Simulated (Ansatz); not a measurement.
The slice is one period of a {110} plane through atoms; its size isn't given.

All values below come from PBE (plane waves to 420 eV, PAW, scalar-relativistic; Ansatz, an electronic-structure program). These are valence fields of a PAW run, semicore shells included where kept as valence: close to a nucleus they are smooth pseudo fields.

```
|9999999988664422111111111122446688999999|
|9999999977664422111100111122446677999999|
|9999998877553322110000001122335577889999|
|8888776655442211000000000011224455667788|
|6666665533221111000000000011112233556666|
|4444443322111100000000000000111122334444|
|3333332222111100000000000000111122223333|
|4433333322111100000000000000111122333333|
|5544443333221111000000000011112233334444|
|6666555544332211000000000011223344555566|
|7777776644332211110000001111223344667777|
|8888887755443322111100111122334455778888|
|8888887766443322111111111122334466778888|
|8888888866553322111111111122335566888888|
|8888887766443322111111111122334466778888|
|8888887755443322111100111122334455778888|
|7777776644332211110000001111223344667777|
|6666555544332211000000000011223344555566|
|5544443333221111000000000011112233334444|
|4433333322111100000000000000111122333333|
|3333332222111100000000000000111122223333|
|4444443322111100000000000000111122334444|
|6666665533221111000000000011112233556666|
|8888776655442211000000000011224455667788|
|9999998877553322110000001122335577889999|
|9999999977664422111100111122446677999999|
|9999999988664422111111111122446688999999|
|9999999988664422111111111122446688999999|
```
Scale: ten equal steps from -0.85 (start of '0') to 0.71 (end of '9'), in the order '0123456789'. Values: log₁₀ of the valence density in e/Å³. The map has 20 points along u (two characters each, u = 0 at the left) and 28 along v (v = 0 in the bottom row). The scale is logarithmic, as a density can span decades between atoms and voids.

```
|xxx997300000003799xx|
|xx89962000000026998x|
|88998510000000158998|
|88875200000000025788|
|55432000000000002345|
|11000000000000000001|
|00000000000000000000|
|33332110000000112333|
|88875421000001245788|
|99998642100012468999|
|89999753100013579999|
|xx89986310001368998x|
|xxx999741000147999xx|
|xxx899741000147998xx|
|xxx999741000147999xx|
|xx89986310001368998x|
|89999753100013579999|
|99998642100012468999|
|88875421000001245788|
|33332110000000112333|
|00000000000000000000|
|11000000000000000001|
|55432000000000002345|
|88875200000000025788|
|88998510000000158998|
|xx89962000000026998x|
|xxx997300000003799xx|
|xxx897300000003798xx|
```
Scale: ten equal steps from 0.14 (start of '0') to 0.80 (end of '9'), in the order '0123456789'. Values: electron localisation function (ELF). The map has 20 points along u (one character each, u = 0 at the left) and 28 along v (v = 0 in the bottom row). Points within 0.4 Å of a nucleus are blanked (x), as the pseudised field means little there.

Q: Which relaxed crystal do these maps come from?
A) PbSe (rock salt)
B) NbN (rock salt)
C) PbTe (rock salt)

A: B, NbN (rock salt). Atoms on the slice: N at (0.00, 0.50); Nb at (0.00, 0.00)

All were relaxed with their symmetry unable to fall. NbN is run without spin polarisation. Spin-orbit coupling is left out. The PAW data are Ansatz's earlier set. This is a high-temperature form of NbN.
